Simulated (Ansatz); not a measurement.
Zr2Ga in space group I4/mcm (No. 140; Ga on 4a, Zr on 8h) under volume change, the program Ansatz at the r²SCAN level (PAW), shape and atoms relaxed at each volume.

```csv
V (Å³/atom),E − E(relaxed) (meV/atom),P (GPa)
18.526,66.5,12.51
19.137,28.1,7.73
19.748,…,…
20.359,0.0,0.00
20.969,…,…
21.580,23.3,-5.84
22.191,50.2,-8.20
```

Task: Complete the blanks.

Result: 
- 19.748, E − E(relaxed) (meV/atom): 6.7
- 19.748, P (GPa): 3.59
- 20.969, E − E(relaxed) (meV/atom): 6.1
- 20.969, P (GPa): -3.12

Task: What does a third-order Birch–Murnaghan fit give for V₀, B₀ and B′?

Result: V₀ = 20.36 Å³/atom, B₀ = 112 GPa, B′ = 3.7.

The workflow started from an entry of the Crystallography Open Database (COD). Whether it is the stable phase at ambient conditions was not checked. The cell was relaxed with r²SCAN under the symmetry of its start; whether a distortion lowers the energy is not shown. The run is not spin-polarised.

Potentials: the later of the program's two PAW sets.
